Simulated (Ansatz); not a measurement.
Ta2SiN:
```cif
data_N2Si2Ta4
_chemical_formula_sum 'Si2 Ta4 N2'
_space_group_name_H-M_alt 'P63/mmc'
_space_group_IT_number 194
_space_group_name_Hall '-P 6c 2c'
_cell_length_a 3.19233
_cell_length_b 3.19233
_cell_length_c 12.07830
_cell_angle_alpha 90.000
_cell_angle_beta 90.000
_cell_angle_gamma 120.000
loop_
_atom_site_label
_atom_site_type_symbol
_atom_site_symmetry_multiplicity
_atom_site_Wyckoff_symbol
_atom_site_fract_x
_atom_site_fract_y
_atom_site_fract_z
_atom_site_occupancy
Si1 Si 2 d 0.66667 0.33333 0.25000 1
Ta1 Ta 4 f 0.33333 0.66667 0.09492 1
N1 N 2 a 0.00000 0.00000 0.00000 1
```

Relaxed with PBEsol.

### Question
Decompose the optical modes at the zone centre into irreducible representations, and say which are infrared and Raman allowed.

### Answer
Point group 6/mmm: Γ_opt = A1g + 2A2u + 2B1g + 2B2u + E1g + 2E1u + 2E2g + 2E2u. Infrared: A2u, E1u. Raman: A1g, E1g, E2g.

### Question
Assign frequencies (DFPT, the program Ansatz at the PBEsol level (PAW)).

### Answer
E2u 82, B2u 104, E2g 105, E1g 124, B1g 160, A1g 180, E1u 264, E2g 264, A2u 398, B1g 408, A2u 478, B2u 484, E1u 500, E2u 527 cm⁻¹.

Subscripts of B labels follow the axes of the standard setting.

Space group P6_3/mmc. The start of the workflow was typed in or built on a structure type; neither database checked (COD, Materials Project) lists it. Whether it is the stable phase at ambient conditions was not checked. The PBEsol relaxation kept the symmetry of its start; its stability against distortions is not shown here. No spin polarisation was allowed. As this level gives no gap, phonon frequencies hold no LO–TO term and depend on the k-mesh and smearing (Fermi–Dirac, 0.1 eV here). Scalar-relativistic: spin–orbit coupling is off unless named, which matters more the heavier the elements.

Potentials: the later of the program's two PAW sets.
